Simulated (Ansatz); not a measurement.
Every step of a relaxation of CdS (wurtzite type)

DFT, PBE, PAW with Ansatz's default frozen-core files, scalar-relativistic (Ansatz 0.2.0); a Γ-centred 10×10×5 k mesh, Fermi–Dirac smearing of 0.1 eV, no spin polarisation. The run relaxes shape and atoms at held volume.

Command: `ansatz run input.yaml --threads 1 --pin off --max-ram 3072MiB --backend cpu --events-out ev --progress --plain --runs-dir out` It took 46 s on 1 thread of Intel(R) Xeon(R) Platinum 8488C (Sapphire Rapids) (shared host), peak memory 0.42 GiB.

PAW: frozen-core files, cutoff 420 eV; forces are relaxed below 0.005 eV/Å.

Each step lists its free energy a cell above the last geometry, the pressure, the cell vectors (Å), and Cartesian positions (Å) with forces (eV/Å).

The first step:

```
step 1  dF = 87.76 meV  P = 37.0 GPa
  cell 3.7608 0.0000 0.0000  -1.8804 3.2569 0.0000  0.0000 0.0000 6.1222
  Cd 0.0000 2.1713 -0.0013   0.0000 0.0000 0.0474
  Cd 1.8804 1.0856 3.0599   0.0000 0.0000 0.0474
  S 0.0000 2.1713 2.3032   0.0000 0.0000 -0.0474
  S 1.8804 1.0856 5.3643   0.0000 0.0000 -0.0474
```

Task: Where does the relaxation end, and by which steps?

Result: After 10 geometries, with conventional a, b, c = 3.561, 3.561, 6.827 Å, at 18.747 Å³/atom and 32.5 GPa in space group P6_3mc, with a shortest distance of 2.274 Å. The further steps:
```
step 2  dF = 87.06 meV  P = 36.9 GPa
  cell 3.7568 0.0000 0.0000  -1.8784 3.2535 0.0000  0.0000 0.0000 6.1353
  Cd 0.0000 2.1690 0.0018   0.0000 0.0000 0.0528
  Cd 1.8784 1.0845 3.0694   0.0000 0.0000 0.0528
  S 0.0000 2.1690 2.3051   0.0000 0.0000 -0.0528
  S 1.8784 1.0845 5.3727   0.0000 0.0000 -0.0528
step 3  dF = 79.97 meV  P = 36.8 GPa
  cell 3.7324 0.0000 0.0000  -1.8662 3.2324 0.0000  0.0000 0.0000 6.2156
  Cd 0.0000 2.1549 0.0222   0.0000 0.0000 0.0292
  Cd 1.8662 1.0775 3.1300   0.0000 0.0000 0.0292
  S 0.0000 2.1549 2.3149   0.0000 0.0000 -0.0293
  S 1.8662 1.0775 5.4227   0.0000 0.0000 -0.0293
step 4  dF = 55.70 meV  P = 36.0 GPa
  cell 3.6798 0.0000 0.0000  -1.8399 3.1868 0.0000  0.0000 0.0000 6.3945
  Cd 0.0000 2.1246 0.0690   0.0000 0.0000 -0.1761
  Cd 1.8399 1.0623 3.2663   0.0000 0.0000 -0.1761
  S 0.0000 2.1246 2.3353   0.0000 0.0000 0.1759
  S 1.8399 1.0623 5.5326   0.0000 0.0000 0.1759
step 5  dF = 38.23 meV  P = 35.5 GPa
  cell 3.6518 0.0000 0.0000  -1.8259 3.1625 0.0000  0.0000 0.0000 6.4932
  Cd 0.0000 2.1084 0.0789   0.0000 0.0000 0.1597
  Cd 1.8259 1.0542 3.3255   0.0000 0.0000 0.1597
  S 0.0000 2.1084 2.3625   0.0000 0.0000 -0.1597
  S 1.8259 1.0542 5.6091   0.0000 0.0000 -0.1597
step 6  dF = 10.78 meV  P = 33.8 GPa
  cell 3.5917 0.0000 0.0000  -1.7958 3.1105 0.0000  0.0000 0.0000 6.7124
  Cd 0.0000 2.0736 0.1173   0.0000 0.0000 0.2962
  Cd 1.7958 1.0368 3.4735   0.0000 0.0000 0.2962
  S 0.0000 2.0736 2.4066   0.0000 0.0000 -0.2962
  S 1.7958 1.0368 5.7628   0.0000 0.0000 -0.2962
step 7  dF = 23.80 meV  P = 30.1 GPa  (not accepted)
  cell 3.5101 0.0000 0.0000  -1.7550 3.0398 0.0000  0.0000 0.0000 7.0281
  Cd 0.0000 2.0265 0.1846   0.0000 0.0000 -0.2005
  Cd 1.7550 1.0133 3.6987   0.0000 0.0000 -0.2005
  S 0.0000 2.0265 2.4579   0.0000 0.0000 0.2003
  S 1.7550 1.0133 5.9720   0.0000 0.0000 0.2003
step 8  dF = 0.04 meV  P = 32.5 GPa
  cell 3.5631 0.0000 0.0000  -1.7816 3.0857 0.0000  0.0000 0.0000 6.8204
  Cd 0.0000 2.0572 0.1457   0.0000 0.0000 -0.0177
  Cd 1.7816 1.0286 3.5558   0.0000 0.0000 -0.0177
  S 0.0000 2.0572 2.4188   0.0000 0.0000 0.0177
  S 1.7816 1.0286 5.8290   0.0000 0.0000 0.0177
step 9  dF = 0.01 meV  P = 32.4 GPa
  cell 3.5609 0.0000 0.0000  -1.7805 3.0839 0.0000  0.0000 0.0000 6.8287
  Cd 0.0000 2.0559 0.1463   0.0000 0.0000 0.0109
  Cd 1.7805 1.0280 3.5606   0.0000 0.0000 0.0109
  S 0.0000 2.0559 2.4213   0.0000 0.0000 -0.0109
  S 1.7805 1.0280 5.8357   0.0000 0.0000 -0.0109
step 10  dF = 0.00 meV  P = 32.5 GPa
  cell 3.5613 0.0000 0.0000  -1.7806 3.0841 0.0000  0.0000 0.0000 6.8275
  Cd 0.0000 2.0561 0.1464   0.0000 0.0000 0.0001
  Cd 1.7806 1.0280 3.5601   0.0000 0.0000 0.0001
  S 0.0000 2.0561 2.4208   0.0000 0.0000 -0.0001
  S 1.7806 1.0280 5.8345   0.0000 0.0000 -0.0001
step 11  dF = -1.41 meV  P = 32.5 GPa  (same geometry on a basis chosen anew; earlier energies don't compare to the last digit)
  cell 3.5613 0.0000 0.0000  -1.7806 3.0841 0.0000  0.0000 0.0000 6.8275
  Cd 0.0000 2.0561 0.1464   0.0000 0.0000 0.0023
  Cd 1.7806 1.0280 3.5601   0.0000 0.0000 0.0023
  S 0.0000 2.0561 2.4208   0.0000 0.0000 -0.0023
  S 1.7806 1.0280 5.8345   0.0000 0.0000 -0.0023
```
